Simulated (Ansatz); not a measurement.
The relaxed structure here is a generated cell of Ti3Al: the first start was made by placing the elements on the sites of a structure type, and the end was not matched to a known phase here, so it may be hypothetical. Known forms of Ti3Al include space group No. 194.

One starting cell of Ti3Al (a generated trial cell of Ti3Al in the AFLOW prototype AB3_hR8_148_c_f (D0_5, as in BiI3)) was relaxed twice with Ansatz (plane waves, PAW, scalar-relativistic): with r2SCAN at 500 eV and with PBE at 420 eV. The r2SCAN result:

```
CELL_PARAMETERS angstrom
      2.53577     1.46403     6.69474
     -2.53577     1.46403     6.69474
      0.00000    -2.92806     6.69474
ATOMIC_POSITIONS crystal
  Al 0.33331 0.33331 0.33331
  Al 0.66669 0.66669 0.66669
  Ti 0.11236 0.77668 0.44726
  Ti 0.44726 0.11236 0.77668
  Ti 0.77668 0.44726 0.11236
  Ti 0.88764 0.22332 0.55274
  Ti 0.55274 0.88764 0.22332
  Ti 0.22332 0.55274 0.88764
```

```csv
quantity,r2SCAN,PBE
space group,R-3,R-3
volume (Å³/atom),18.64,___
a (Å),5.072,___
c (Å),20.084,___
"gap (eV, no spin-orbit coupling)",0.00,___
```

**Question.** What does PBE give for the same quantities?

**Answer.** 
- volume (Å³/atom), PBE: 18.75
- a (Å), PBE: 5.080
- c (Å), PBE: 20.142
- gap (eV, no spin-orbit coupling), PBE: 0.00

Both levels end in the same structure; PBE's volume is 0.6 % larger. Neither column is exact.

No spin polarisation in the result.

The run could not lose the symmetry of its start: the end is stationary, and may be a saddle point rather than a minimum.

Ansatz is a program for electronic structure.
